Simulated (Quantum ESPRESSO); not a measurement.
## Calculated data, HfInSn2RuAu3 (simulated cell), HfMg2TaNb3Zn (simulated cell), HfMgAl2OsRh3 (simulated cell), HfZrTaTi4Mo (simulated cell) and others

Computed with Quantum ESPRESSO 7.5. Calculation on a made-up metal alloy cell, not a measurement, one composition run in several site patterns on the same cell and positions: no spin or spin-orbit, unrelaxed, 2900 K smearing, stress positive in tension, cell energy less fitted offsets; periodic Kohn-Sham density functional theory in plane waves with PseudoDojo standard norm-conserving scalar-relativistic pseudopotentials, each functional with its own files (v0.5 for PBE, v0.4.1 for LDA and PBEsol), eight atoms on drawn sites of a strained close-packed or body-centred lattice, each displaced and held fixed; the energy is the cell's free energy, ions and the entropy term -TS included, at the stated Fermi-Dirac width, less a fixed offset for each atom's element (shifted free energy); compositions with an open d shell lost a parallel starting moment in a cheaper test run, and other magnetic orders were not tried; an error bar is the largest change of its kind in a tighter rerun, never given below 0.002 eV, 0.02 GPa or 0.003 eV/angstrom, and covers cutoff and k-mesh only, not smearing or the files.

Settings shared by all entries: functional pbe; fermi dirac smearing 0.25 eV; electrons removed 0; structure shown pattern 1, with the other patterns on the same cell and positions.

Notes on all entries: a spin test at this wide smearing found no moment, but such smearing suppresses magnetism that the real alloy may have; unrelaxed patterns on shared displaced sites, so differences are not ordering energies; lattice, volume and sites are drawn at random and may be unstable or far from any real phase; energies are for the whole cell, less offsets fitted to these runs, so they are not formation energies.

(1) 
```cif
# cell vector a (Å): -4.3915 0.0355 0.0326
# cell vector b (Å): -2.1440 -4.3185 -2.2464
# cell vector c (Å): -2.2091 -4.2332 6.6338
data_HfInSn2RuAu3
_symmetry_space_group_name_H-M 'P 1'
_symmetry_Int_Tables_number 1
_cell_length_a 4.3918
_cell_length_b 5.3191
_cell_length_c 8.1736
_cell_angle_alpha 79.242
_cell_angle_beta 74.211
_cell_angle_gamma 66.837
_cell_volume 168.23
loop_
_atom_site_label
_atom_site_type_symbol
_atom_site_fract_x
_atom_site_fract_y
_atom_site_fract_z
_atom_site_occupancy
Sn1 Sn 0.00457 0.99184 0.00689 1
Ru1 Ru 0.00294 0.50020 0.50385 1
In1 In 0.23291 0.37963 0.12216 1
Au1 Au 0.24254 0.88291 0.63250 1
Au2 Au 0.51253 0.24787 0.74111 1
Au3 Au 0.49900 0.76426 0.24411 1
Sn2 Sn 0.75526 0.12126 0.37278 1
Hf1 Hf 0.75162 0.61739 0.87229 1
_calc_lattice_type 'face-centred cubic'
_calc_cutoff 1143  # eV
_calc_k_mesh '6 x 5 x 3 shifted half a step off Gamma on each axis'
```

Atoms:
```tsv
atom site	pattern 1 element	pattern 2 element	pattern 3 element	pattern 4 element	pattern 5 element	pattern 6 element
1	Sn	Sn	Hf	Au	Au	Ru
2	Ru	Au	Sn	Au	Au	Au
3	In	Au	Sn	In	Hf	In
4	Au	Hf	In	Hf	Sn	Au
5	Au	Sn	Au	Au	Sn	Au
6	Au	In	Ru	Sn	In	Sn
7	Sn	Au	Au	Ru	Au	Hf
8	Hf	Ru	Au	Sn	Ru	Sn
```

Offsets:
```tsv
element	energy per atom (eV)
Au	-4032.82
Hf	-1535.13
In	-1808.02
Ru	-2750.51
Sn	-2144.16
```

Results:
```tsv
pattern	energy above first pattern (eV)	entropy term negative ts (eV)	pressure (GPa)	stress xx (GPa)	stress yy (GPa)	stress zz (GPa)	rms force component (eV/Å)	shifted free energy (eV)
1	0	-1.171	-4.98	5.16	5.75	4.03	0.656	-0.418
2	-0.759	-1.054	-6.1	6.2	6.88	5.21	0.317	-1.176
3	-0.827	-1.03	-5.7	7.57	3.45	6.08	0.366	-1.245
4	-0.639	-1.053	-5.31	6.39	4.88	4.67	0.544	-1.057
5	-0.599	-1.04	-5.48	7.01	2.88	6.56	0.443	-1.017
6	-0.497	-1.058	-5.73	5.46	5.98	5.73	0.304	-0.915
```

Notes: the tin pseudopotential is less sure than most, with forces differing by about three percent from a second method on plain tin; heavy elements are run without spin-orbit coupling, which real alloys of them have; error bars: energy 0.002 eV, stress 0.048 GPa, force 0.011 eV/Å, from a tighter rerun of a related cell, whose elements or sites may differ.

(2) 
```cif
# cell vector a (Å): 0.0086 4.3539 -0.0071
# cell vector b (Å): -4.4233 -0.0015 -4.3943
# cell vector c (Å): -4.3393 -0.0157 4.3103
data_HfMg2TaNb3Zn
_symmetry_space_group_name_H-M 'P 1'
_symmetry_Int_Tables_number 1
_cell_length_a 4.3539
_cell_length_b 6.2350
_cell_length_c 6.1162
_cell_angle_alpha 89.619
_cell_angle_beta 90.293
_cell_angle_gamma 90.028
_cell_volume 166.03
loop_
_atom_site_label
_atom_site_type_symbol
_atom_site_fract_x
_atom_site_fract_y
_atom_site_fract_z
_atom_site_occupancy
Zn1 Zn 0.00606 0.99989 0.99132 1
Hf1 Hf 0.00063 0.00652 0.50499 1
Ta1 Ta 0.00254 0.49995 0.00811 1
Nb1 Nb 0.99226 0.49487 0.48816 1
Mg1 Mg 0.50927 0.24417 0.25687 1
Nb2 Nb 0.50300 0.25730 0.74081 1
Nb3 Nb 0.50031 0.74751 0.25403 1
Mg2 Mg 0.49032 0.74529 0.75090 1
_calc_lattice_type 'face-centred cubic'
_calc_cutoff 1143  # eV
_calc_k_mesh '5 x 4 x 4 shifted half a step off Gamma on each axis'
```

Atoms:
```tsv
atom site	pattern 1 element	pattern 2 element	pattern 3 element	pattern 4 element	pattern 5 element	pattern 6 element
1	Zn	Ta	Nb	Nb	Nb	Mg
2	Hf	Hf	Zn	Mg	Ta	Hf
3	Ta	Mg	Mg	Ta	Mg	Nb
4	Nb	Zn	Nb	Zn	Nb	Mg
5	Mg	Nb	Ta	Nb	Nb	Nb
6	Nb	Mg	Mg	Hf	Hf	Ta
7	Nb	Nb	Hf	Nb	Zn	Zn
8	Mg	Nb	Nb	Mg	Mg	Nb
```

Offsets:
```tsv
element	energy per atom (eV)
Hf	-1535.13
Mg	-1616.19
Nb	-1694.67
Ta	-1771.44
Zn	-5688.29
```

Results:
```tsv
pattern	energy above first pattern (eV)	entropy term negative ts (eV)	pressure (GPa)	stress xx (GPa)	stress yy (GPa)	stress zz (GPa)	rms force component (eV/Å)	shifted free energy (eV)
1	0	-1.653	-9.31	9.98	10.5	7.45	0.308	0.636
2	0.021	-1.765	-8.59	8.45	10.27	7.06	0.417	0.658
3	0.081	-1.666	-9.66	11.42	11.53	6.04	0.286	0.717
4	0.129	-1.819	-8.79	7.86	10.67	7.83	0.502	0.765
5	-0.004	-1.726	-8.01	7.75	9.42	6.88	0.284	0.633
6	-0.008	-1.681	-9.33	8.21	9.97	9.81	0.36	0.628
```

Notes: heavy elements are run without spin-orbit coupling, which real alloys of them have; error bars: energy 0.0048 eV, stress 0.02 GPa, force 0.0061 eV/Å, from a tighter rerun of a related cell, whose elements or sites may differ.

(3) 
```cif
# cell vector a (Å): 0.0000 -1.9771 -1.9771
# cell vector b (Å): -3.9543 1.9771 -1.9771
# cell vector c (Å): 5.9314 5.9314 -3.9543
data_HfMgAl2OsRh3
_symmetry_space_group_name_H-M 'P 1'
_symmetry_Int_Tables_number 1
_cell_length_a 2.7960
_cell_length_b 4.8430
_cell_length_c 9.2736
_cell_angle_alpha 94.994
_cell_angle_beta 98.671
_cell_angle_gamma 90.000
_cell_volume 123.66
loop_
_atom_site_label
_atom_site_type_symbol
_atom_site_fract_x
_atom_site_fract_y
_atom_site_fract_z
_atom_site_occupancy
Mg1 Mg 0.00689 0.99525 0.00685 1
Hf1 Hf 0.12376 0.35838 0.24443 1
Os1 Os 0.22603 0.75264 0.49060 1
Rh1 Rh 0.36737 0.14386 0.74515 1
Rh2 Rh 0.50263 0.49964 0.98994 1
Rh3 Rh 0.63604 0.89873 0.25276 1
Al1 Al 0.77641 0.25376 0.49760 1
Al2 Al 0.89746 0.62534 0.74758 1
_calc_lattice_type 'face-centred cubic'
_calc_cutoff 1197  # eV
_calc_k_mesh '8 x 5 x 3 shifted half a step off Gamma on each axis'
```

Atoms:
```tsv
atom site	pattern 1 element	pattern 2 element	pattern 3 element	pattern 4 element	pattern 5 element	pattern 6 element
1	Mg	Hf	Os	Hf	Rh	Al
2	Hf	Rh	Rh	Os	Rh	Rh
3	Os	Rh	Rh	Al	Al	Rh
4	Rh	Al	Mg	Rh	Mg	Os
5	Rh	Al	Al	Rh	Hf	Mg
6	Rh	Rh	Al	Al	Rh	Hf
7	Al	Mg	Rh	Mg	Al	Rh
8	Al	Os	Hf	Rh	Os	Al
```

Offsets:
```tsv
element	energy per atom (eV)
Al	-63.26
Hf	-1535.13
Mg	-1616.19
Os	-2753.07
Rh	-3191.96
```

Results:
```tsv
pattern	energy above first pattern (eV)	entropy term negative ts (eV)	pressure (GPa)	stress xx (GPa)	stress yy (GPa)	stress zz (GPa)	rms force component (eV/Å)	shifted free energy (eV)
1	0	-1.207	0.93	7.81	-5.56	-5.04	0.826	-2.476
2	1.309	-1.343	2.56	-1.67	-3.22	-2.78	0.68	-1.167
3	1.52	-1.364	1.61	0.64	-2.93	-2.55	0.807	-0.956
4	1.306	-1.283	2.8	-1.5	-3.38	-3.52	0.854	-1.17
5	0.982	-1.287	3.46	0.47	-5.29	-5.57	0.864	-1.494
6	1.281	-1.229	3.11	-0.52	-4.23	-4.59	0.927	-1.194
```

Notes: heavy elements are run without spin-orbit coupling, which real alloys of them have; error bars: energy 0.012 eV, stress 0.098 GPa, force 0.011 eV/Å, from a tighter rerun of a related cell, whose elements or sites may differ.

(4) 
```cif
# cell vector a (Å): -0.0101 2.0945 2.0931
# cell vector b (Å): -4.0398 4.0155 -3.9925
# cell vector c (Å): -4.2583 -4.1046 4.1220
data_HfZrTaTi4Mo
_symmetry_space_group_name_H-M 'P 1'
_symmetry_Int_Tables_number 1
_cell_length_a 2.9611
_cell_length_b 6.9559
_cell_length_c 7.2091
_cell_angle_alpha 108.289
_cell_angle_beta 89.802
_cell_angle_gamma 89.737
_cell_volume 140.98
loop_
_atom_site_label
_atom_site_type_symbol
_atom_site_fract_x
_atom_site_fract_y
_atom_site_fract_z
_atom_site_occupancy
Ti1 Ti 0.00546 0.99737 0.99318 1
Ta1 Ta 0.00841 0.25080 0.75905 1
Ti2 Ti 0.05615 0.49554 0.48152 1
Zr1 Zr 0.00008 0.74787 0.24474 1
Ti3 Ti 0.49695 0.11520 0.38022 1
Ti4 Ti 0.51963 0.38938 0.11736 1
Hf1 Hf 0.54028 0.64943 0.87838 1
Mo1 Mo 0.46520 0.87614 0.63621 1
_calc_lattice_type 'face-centred cubic'
_calc_cutoff 1143  # eV
_calc_k_mesh '8 x 4 x 4 shifted half a step off Gamma on each axis'
```

Atoms:
```tsv
atom site	pattern 1 element	pattern 2 element	pattern 3 element	pattern 4 element	pattern 5 element	pattern 6 element
1	Ti	Zr	Zr	Ti	Ti	Ti
2	Ta	Hf	Ti	Mo	Mo	Hf
3	Ti	Ti	Hf	Ti	Ti	Zr
4	Zr	Mo	Mo	Ta	Ti	Ta
5	Ti	Ti	Ti	Ti	Zr	Ti
6	Ti	Ti	Ti	Ti	Ti	Mo
7	Hf	Ta	Ta	Hf	Hf	Ti
8	Mo	Ti	Ti	Zr	Ta	Ti
```

Offsets:
```tsv
element	energy per atom (eV)
Hf	-1535.13
Mo	-1911.95
Ta	-1771.44
Ti	-1615.4
Zr	-1377.61
```

Results:
```tsv
pattern	energy above first pattern (eV)	entropy term negative ts (eV)	pressure (GPa)	stress xx (GPa)	stress yy (GPa)	stress zz (GPa)	rms force component (eV/Å)	shifted free energy (eV)
1	0	-2.321	10.05	-10.65	-9.14	-10.36	0.753	1.544
2	0.114	-2.356	10.51	-10.67	-10.13	-10.72	0.86	1.658
3	-0.012	-2.355	10.34	-10.99	-9.79	-10.26	0.845	1.532
4	0.114	-2.34	10.64	-10.85	-10.49	-10.58	0.84	1.658
5	-0.132	-2.333	9.9	-9.7	-10.04	-9.94	0.662	1.412
6	-0.3	-2.334	9.84	-8.73	-9.84	-10.96	0.417	1.244
```

Notes: heavy elements are run without spin-orbit coupling, which real alloys of them have; error bars: energy 0.002 eV, stress 0.02 GPa, force 0.0038 eV/Å, from a tighter rerun of a related cell, whose elements or sites may differ.

(5) 
```cif
# cell vector a (Å): -0.0218 0.0337 -4.6890
# cell vector b (Å): -0.0073 5.1040 -0.0370
# cell vector c (Å): 6.0491 -0.0084 0.0277
data_In3CuAgSnMo2
_symmetry_space_group_name_H-M 'P 1'
_symmetry_Int_Tables_number 1
_cell_length_a 4.6892
_cell_length_b 5.1041
_cell_length_c 6.0492
_cell_angle_alpha 90.163
_cell_angle_beta 90.529
_cell_angle_gamma 89.173
_cell_volume 144.76
loop_
_atom_site_label
_atom_site_type_symbol
_atom_site_fract_x
_atom_site_fract_y
_atom_site_fract_z
_atom_site_occupancy
In1 In 0.02166 0.00120 0.99666 1
Cu1 Cu 0.00801 0.01117 0.49653 1
Sn1 Sn 0.00173 0.48487 0.24299 1
In2 In 0.98424 0.50346 0.75225 1
Mo1 Mo 0.49978 0.32294 0.02889 1
Ag1 Ag 0.50749 0.33273 0.53125 1
Mo2 Mo 0.50929 0.84390 0.23097 1
In3 In 0.47289 0.83546 0.74059 1
_calc_lattice_type 'hexagonal close-packed'
_calc_cutoff 1252  # eV
_calc_k_mesh '5 x 5 x 4 shifted half a step off Gamma on each axis'
```

Atoms:
```tsv
atom site	pattern 1 element	pattern 2 element	pattern 3 element	pattern 4 element	pattern 5 element	pattern 6 element
1	In	In	Cu	Sn	Sn	Ag
2	Cu	Sn	Sn	In	In	In
3	Sn	Mo	In	Mo	Ag	In
4	In	In	In	In	In	In
5	Mo	Cu	In	In	Mo	Sn
6	Ag	In	Mo	Mo	Mo	Cu
7	Mo	Ag	Mo	Ag	Cu	Mo
8	In	Mo	Ag	Cu	In	Mo
```

Offsets:
```tsv
element	energy per atom (eV)
Ag	-4218.03
Cu	-5159.25
In	-1808.02
Mo	-1911.95
Sn	-2144.16
```

Results:
```tsv
pattern	energy above first pattern (eV)	entropy term negative ts (eV)	pressure (GPa)	stress xx (GPa)	stress yy (GPa)	stress zz (GPa)	rms force component (eV/Å)	shifted free energy (eV)
1	0	-1.058	7.64	-7.36	-6.6	-8.98	0.6	0.448
2	0.861	-1.306	7.77	-3.41	-11.57	-8.32	0.663	1.31
3	0.621	-1.303	7.87	-6.26	-11.79	-5.57	0.732	1.069
4	0.813	-1.228	8.77	-3.17	-11.14	-11.99	0.783	1.262
5	0.884	-1.077	9.04	-4.62	-9.08	-13.43	0.761	1.333
6	0.553	-1.147	8.24	-4.52	-6.66	-13.55	0.757	1.001
```

Notes: the copper pseudopotential is less sure than most, with forces differing by about three percent and pressure by about two GPa from a second method on plain copper; the tin pseudopotential is less sure than most, with forces differing by about three percent from a second method on plain tin; error bars: energy 0.0062 eV, stress 0.02 GPa, force 0.0048 eV/Å, from a tighter rerun of a related cell, whose elements or sites may differ.

(6) 
```cif
# cell vector a (Å): 3.0279 -0.0065 -0.0474
# cell vector b (Å): -0.0112 5.2391 0.0437
# cell vector c (Å): -0.1565 0.0833 9.8338
data_Li2HfAlIn2Ir2
_symmetry_space_group_name_H-M 'P 1'
_symmetry_Int_Tables_number 1
_cell_length_a 3.0283
_cell_length_b 5.2393
_cell_length_c 9.8354
_cell_angle_alpha 89.035
_cell_angle_beta 91.810
_cell_angle_gamma 90.253
_cell_volume 155.95
loop_
_atom_site_label
_atom_site_type_symbol
_atom_site_fract_x
_atom_site_fract_y
_atom_site_fract_z
_atom_site_occupancy
Li1 Li 0.00454 0.99578 0.99228 1
Ir1 Ir 0.02335 0.99797 0.51262 1
In1 In 0.02797 0.32862 0.25369 1
Al1 Al 0.00261 0.34707 0.73809 1
In2 In 0.50401 0.49096 0.99484 1
Hf1 Hf 0.51940 0.50768 0.50412 1
Ir2 Ir 0.51172 0.83686 0.25149 1
Li2 Li 0.46123 0.82555 0.75599 1
_calc_lattice_type 'hexagonal close-packed'
_calc_cutoff 1007  # eV
_calc_k_mesh '8 x 5 x 3 shifted half a step off Gamma on each axis'
```

Atoms:
```tsv
atom site	pattern 1 element	pattern 2 element	pattern 3 element	pattern 4 element	pattern 5 element	pattern 6 element
1	Li	In	Li	Li	Li	Ir
2	Ir	In	Li	In	Hf	Li
3	In	Li	Ir	Li	In	In
4	Al	Ir	Hf	Ir	Al	In
5	In	Hf	Ir	In	In	Ir
6	Hf	Li	In	Hf	Li	Al
7	Ir	Ir	Al	Al	Ir	Li
8	Li	Al	In	Ir	Ir	Hf
```

Offsets:
```tsv
element	energy per atom (eV)
Al	-63.26
Hf	-1535.13
In	-1808.02
Ir	-3133.86
Li	-195.67
```

Results:
```tsv
pattern	energy above first pattern (eV)	entropy term negative ts (eV)	pressure (GPa)	stress xx (GPa)	stress yy (GPa)	stress zz (GPa)	rms force component (eV/Å)	shifted free energy (eV)
1	0	-1.064	-8.51	4.78	14.89	5.86	0.475	-1.222
2	0.444	-1.159	-8.66	5.69	9.68	10.6	0.437	-0.778
3	0.702	-1.162	-8.64	7.78	9.31	8.82	0.893	-0.521
4	0.193	-1.111	-7.03	5.8	6.9	8.4	0.486	-1.029
5	0.003	-1.077	-9.69	6.72	11.5	10.84	0.52	-1.219
6	0.693	-1.133	-7.31	4.59	7.78	9.56	0.723	-0.529
```

Notes: heavy elements are run without spin-orbit coupling, which real alloys of them have; error bars: energy 0.002 eV, stress 0.057 GPa, force 0.0093 eV/Å, from a tighter rerun of a related cell, whose elements or sites may differ.
